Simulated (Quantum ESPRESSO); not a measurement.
Space group Fm-3m (No. 225); a = 8.421 Å, b = 8.421 Å, c = 8.421 Å, α = 90.00°, β = 90.00°, γ = 90.00°

```tsv
atom	site	symmetry	x	y	z
O	24e	4m.m	0.0000	0.0000	0.2739
Na	4a	m-3m	0.0000	0.0000	0.0000
Ba	8c	-43m	0.2500	0.2500	0.2500
Re	4b	m-3m	0.5000	0.5000	0.5000
```
(The calculation used a cell of 10 atoms; values per cell refer to that cell.)

The geometry is that of Materials Project entry mp-6798, symmetrised and not relaxed again.

**Question.** What does PBEsol (pw.x of Quantum ESPRESSO, ONCV potentials, scalar-relativistic) give for the electronic structure near the Fermi level?

**Answer.** The PBEsol gap is indirect, 1.90 eV, from Γ to X; the smallest direct gap is 1.94 eV. Spin-orbit coupling is left out, which matters for elements this heavy: edges can move by tenths of an eV.
